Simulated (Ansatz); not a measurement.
**Structure map: energy, volume and gap of polymorphs**

A comparison from first-principles data. Relaxing one composition in several structure types shows which are competitive, which pressure would favour, and how volume and gap change with structure.

The yardstick is InP, zinc blende. The reference is the lowest phase computed, which need not be the stable form in nature.

### Data

Where the numbers come from (Ansatz, a plane-wave PAW program): energy: PBE, total energy at 0 K with the change to a 700 eV cutoff added (comparable within one formula alone); volume per atom: PBE, relaxed cell; gap: PBE; bulk modulus: PBE, equation-of-state fit.

Working rules: ΔE = E − E_ref; ΔV = V − V_ref; temperature scale ΔE/k_B = 11.605 K/meV × ΔE.

| crystal | E (eV/atom) | V (Å³/atom) | gap (eV) | B₀ (GPa) | ΔE (meV/atom) | ΔV (Å³/atom) | ΔE/k_B (K) |
|---|---|---|---|---|---|---|---|
| InP, WC type, P-6m2 | −3176.599 | 22.07 | 0.00 | 59.4 | 405.0 | −4.38 | 4700 |
| InP, CsCl type | −3176.399 | 20.50 | 0.00 | 63.9 | 605.0 | −5.95 | 7000 |
| InP, litharge type, P4/nmm | −3176.610 | 22.76 | 0.00 | 35.0 | 394.0 | −3.69 | 4600 |
| InP, zinc blende, reference | −3177.004 | 26.45 | 0.44 | 59.2 | 0.0 | 0.00 | 0 |

Model phases, started by placing the elements on a structure type or from a typed cell, with no claim that they are known: InP, WC type, P-6m2; InP, CsCl type; InP, litharge type, P4/nmm. Runs started from generated or typed cells of the structure named: InP, zinc blende. No gap (0.00) means none at this level, which can close a small real gap. Spin–orbit coupling is left out unless named; it moves the gap of InP, zinc blende by under 0.05 eV.

### Worked example

The steps for InP, CsCl type:

1. ΔE = 1000 × (−3176.399 − (−3177.004)) = 605.0 meV/atom
2. ΔV = 20.50 − 26.45 = −5.95 Å³/atom
3. ΔE/k_B: 11.605 × 605.0 = 7000 K

### Result

In order of ΔE, lowest first: InP, zinc blende (0.0 ± 5.0), InP, litharge type, P4/nmm (394.0 ± 5.0), InP, WC type, P-6m2 (405.0 ± 5.0), InP, CsCl type (605.0 ± 5.0). The ± follows from allowances picked for this note (energy 0.004 eV/atom, 3 meV/atom on the figure itself), carried to first order and added in quadrature, each row's own inputs moving alone; ≈ joins neighbours closer than their two ± added in quadrature.

Denser than the reference, so favoured by pressure; with fixed volumes the enthalpies cross at P ≈ 0.1602 ΔE/|ΔV|: InP, WC type, P-6m2 0.1602 × 405.0/4.38 = 15 GPa, InP, CsCl type 0.1602 × 605.0/5.95 = 16 GPa, InP, litharge type, P4/nmm 0.1602 × 394.0/3.69 = 17 GPa. Each is against the reference alone, so another phase may come first, and differences in compressibility move them.

### Caveats

Vibrational free energy is left out, and phases that were not computed could lie lower. Rows are a sample of the computed phases of this formula. Limits of the draw: a spread of over 30 meV/atom, none over 0.9 eV/atom above the reference, within 8 meV/atom of the lowest or within 3 meV/atom of a neighbour. As a rule kept out of such tables: 4f compounds, open-shell compounds run without a Hubbard term, cells found unstable in the tests at hand, cells close to a higher symmetry, and runs set to a pressure or over 12 % in volume from the crystal's fullest run.
